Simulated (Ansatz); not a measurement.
ReP in the NiAs-type structure

Method: PBE, scalar-relativistic; no spin polarisation; PAW, 420 eV, Γ-centred 10×10×8 mesh, 0.05 eV Gaussian smearing; code Ansatz. The datasets are Ansatz's generated set soft_2.

```cif
data_structure
_symmetry_space_group_name_H-M 'P 1'
_symmetry_Int_Tables_number 1
_cell_length_a 3.7487
_cell_length_b 3.7487
_cell_length_c 5.0802
_cell_angle_alpha 90.000
_cell_angle_beta 90.000
_cell_angle_gamma 120.000
_cell_volume 61.83
loop_
_atom_site_label
_atom_site_type_symbol
_atom_site_fract_x
_atom_site_fract_y
_atom_site_fract_z
_atom_site_occupancy
Re1 Re 0.00000 0.00000 0.00000 1
Re2 Re 0.00000 0.00000 0.50000 1
P1 P 0.33333 0.66667 0.25000 1
P2 P 0.66667 0.33333 0.75000 1
```

The cell came from substitution into a structure type; no database entry of this phase was matched, which doesn't show that none exists.

The cell above was scaled in volume, and shape and atoms were relaxed at each volume within its symmetry. Energies are counted from the cell above.

```
V (Å³/atom)  ΔE (meV/atom)  P from the stress (GPa)
     14.606          33.57                    12.96
     14.838          17.32                     9.30
     15.147           4.14                     4.39
     15.456           0.00                     0.00
     15.765           3.91                    -4.03
     16.075          15.22                    -7.66
     16.538          44.47                   -12.42
     17.002          86.38                   -16.42
```

Question: Do the energies and the pressures agree? Compare −ΔE/ΔV between neighbouring points (1 meV/Å³ = 0.1602 GPa) with the mean of their pressures.

Answer: 
| interval (Å³/atom) | −ΔE/ΔV (GPa) | mean P (GPa) |
| --- | --- | --- |
| 14.61 to 14.84 | 11.2 | 11.1 |
| 14.84 to 15.15 | 6.8 | 6.8 |
| 15.15 to 15.46 | 2.1 | 2.2 |
| 15.46 to 15.77 | -2.0 | -2.0 |
| 15.77 to 16.07 | -5.9 | -5.8 |
| 16.07 to 16.54 | -10.1 | -10.0 |
| 16.54 to 17.00 | -14.5 | -14.4 |
They differ by 0.09 GPa at most.

Question: What do the two routes give for V0, B0 and B0′?

Answer: A third-order Birch–Murnaghan fit of the energies: V0 = 15.45 Å³/atom, B0 = 210 GPa, B0′ = 4.1. A polynomial of P in ln V, with B = −dP/d ln V at P = 0: V0 = 15.46 Å³/atom, B0 = 211 GPa, B0′ = 3.4. B0′ isn't converged to its last digit.

B0·V0 = 210.1 GPa × 15.45 Å³ = 20.27 eV/atom sets the scale: near the minimum ΔE ≈ ½ B0 V0 x², with x = V/V0 − 1, and a pressure of 2.1 GPa squeezes the volume by about 1 %. At the ends of the curve: x = −5.5 % predicts 30.5 meV/atom and the run gives 33.6; x = +10.0 % predicts 101.6 meV/atom and the run gives 86.4. Compression costs more and expansion less than the parabola says, since the crystal stiffens as it shrinks; B0′ measures that.

Scalar-relativistic only: spin–orbit splittings of the heavy atoms' levels are missing. The run is a metal.
